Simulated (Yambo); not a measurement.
G0W0@PBEsol for CsScW$_{2}$O$_{8}$ (space group P-3m1, No. 164) in Yambo (3×3×1 mesh, 7 Ry block, plasmon pole, screening fixed), without a terminator:

```json
[
 {"bands N in G": "140", "gap (0, 0.333, 0) → Γ (eV)": "6.807", "shift of the valence edge (eV)": "-0.283"},
 {"bands N in G": "235", "gap (0, 0.333, 0) → Γ (eV)": "6.734", "shift of the valence edge (eV)": "-0.556"},
 {"bands N in G": "360", "gap (0, 0.333, 0) → Γ (eV)": "6.680", "shift of the valence edge (eV)": "-0.708"}
]
```

Question: Extrapolate both columns to infinite N with E(N) = E∞ + A/N, test the form, and compare with the terminator.

Answer: From two points, E∞ = (N2 E2 − N1 E1)/(N2 − N1). The two largest N give 6.58 eV for the gap and -0.99 eV for the shift; the two smallest give 6.63 eV and -0.96 eV. For the gap the slopes A are 25 and 37 eV: the form isn't reached, and its limit is uncertain. For the shift the slopes A are 95 and 100 eV: the 1/N form holds. With the Bruneval-Gonze terminator and 360 bands the run gives 6.60 eV and -0.90 eV, 0.02 eV and 0.09 eV from the extrapolated values: the terminator too is an estimate of the remainder. Block, mesh and the bands in W are held fixed.

Spin-orbit coupling is not included.

Geometry of the Materials Project entry, not relaxed at this level; primitive cell a = b = 5.927 Å, c = 8.106 Å, α = β = 90.00°, γ = 120.00°.

The structure is a Materials Project entry; no match was found in the copy of COD used, and its stability was not checked.

A shift is the quasiparticle energy of the state minus its PBEsol energy.
